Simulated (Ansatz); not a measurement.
CdSe (wurtzite)

```yaml
crystal:
  lattice:
    - [4.38272, 0.00000, 0.00000]
    - [-2.19136, 3.79554, 0.00000]
    - [0.00000, 0.00000, 7.15447]
  atoms:
    - { symbol: Cd, position: [0.66667, 0.33333, 0.00047] }
    - { symbol: Cd, position: [0.33333, 0.66667, 0.50047] }
    - { symbol: Se, position: [0.66667, 0.33333, 0.62473] }
    - { symbol: Se, position: [0.33333, 0.66667, 0.12473] }
```

The slice is a (-1 1 0 2) plane (indices of the conventional cell) through the point (0.667, 0.333, 0.001) (fractional), spanned by u = [110] and v = [1 -1 1] in vectors of this cell: u (4.38 Å) and v (10.43 Å, at 90° to u). It covers one period; positions are fractions (u, v).

These are PBE (plane waves to 420 eV, PAW, scalar-relativistic; Ansatz, an electronic-structure program) values and carry that method's errors. k mesh 9×9×5. Near the nuclei the fields are pseudised (PAW); where an atom keeps semicore shells as valence, they peak there. CdSe was relaxed with its symmetry unable to fall.

Task: Around which element is the density of the highest valence band (whole band, smooth part) largest on this plane?

Result: Se. Mean over a disc round each atom, of radius 0.45 times the shortest bond: Se 0.078, Cd 0.007 e/Å³.

Task: Sketch the valence electron density on this plane as a map.

Result: 
```
|986432223468|
|765321112356|
|443210001234|
|332110001123|
|222100000122|
|221100000112|
|221111111112|
|222222222222|
|333333333333|
|544444444444|
|654455555445|
|654456665445|
|544456665444|
|333445554433|
|222334443322|
|111233333211|
|001122222110|
|000112221100|
|000122222100|
|001233333210|
|012344544321|
|112455655421|
|223457875432|
|333568986533|
|444457875444|
|765455555456|
|986444444468|
|997433333479|
```
Scale: ten equal steps from -2.25 (start of '0') to 1.45 (end of '9'), in the order '0123456789'. Values: log₁₀ of the valence density in e/Å³. The map has 12 points along u (one character each, u = 0 at the left) and 28 along v (v = 0 in the bottom row). The scale is logarithmic, as a density can span decades between atoms and voids.
